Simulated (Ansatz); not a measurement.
An Ansatz (a first-principles code) input:

Ansatz 0.2 input:
```yaml
crystal:
  lattice:
    - [4.0181916842, 0.0, 0.0]
    - [-2.0090958421, 3.4798560758, 0.0]
    - [0.0, 0.0, 8.7812712753]
  atoms:
    - { symbol: Ga, position: [0.5002166736, 0.0, 0.6666666667] }
    - { symbol: Ga, position: [0.0, 0.5002166736, 0.3333333333] }
    - { symbol: Ga, position: [0.4997833264, 0.4997833264, 0.0] }
    - { symbol: As, position: [0.5001197673, 0.0, 0.1666666667] }
    - { symbol: As, position: [0.0, 0.5001197673, 0.8333333333] }
    - { symbol: As, position: [0.4998802327, 0.4998802327, 0.5] }
kpoints:
  mp_grid: { grid: [9, 9, 4] }
  band_path:
    path:
      - [[0.0, 0.0, 0.0], [0.5, 0.0, 0.0], [0.3333333333, 0.3333333333, 0.0], [0.0, 0.0, 0.0], [0.0, 0.0, 0.5], [0.5, 0.0, 0.5], [0.3333333333, 0.3333333333, 0.5], [0.0, 0.0, 0.5]]  # Γ-M-K-Γ-A-L-H-A
      - [[0.5, 0.0, 0.5], [0.5, 0.0, 0.0]]  # L-M
      - [[0.3333333333, 0.3333333333, 0.5], [0.3333333333, 0.3333333333, 0.0]]  # H-K
    npoints: 8
basis: { xc_grid: 2 }
hamiltonian:
  xc: pbesol
  pseudopotentials: { kind: paw }
magnetization: { noncollinear: true, spin_orbit: true }
scf:
  n_extra_bands: 12
  convergence: { dr2_threshold: 0.0000000001 }
  occupations: { method: gaussian, width: 0.05 }
output: { eigenvalues: true }
```

**Question.** How many symmetry operations and irreducible k-points will the run report?

**Answer.** 6 operations, 43 of 324 k-points.

**Question.** With a cutoff of 420 eV, how many plane waves at Γ?

**Answer.** 2441.

It took around 2.6 core-minutes (rough) on shared server cores.

Space group P6_222. The start of the workflow was typed in or built on a structure type; neither database checked (COD, Materials Project) lists it. It is not the phase usual at ambient conditions (space group No. 216). The PBEsol relaxation kept the symmetry of its start; of distortions, only those at the zone centre were tested. Point labels and valley counts follow the cell and symmetry of the run, lower than the named group.

Potentials: the later of the program's two PAW sets.

Ansatz is a plane-wave DFT program.
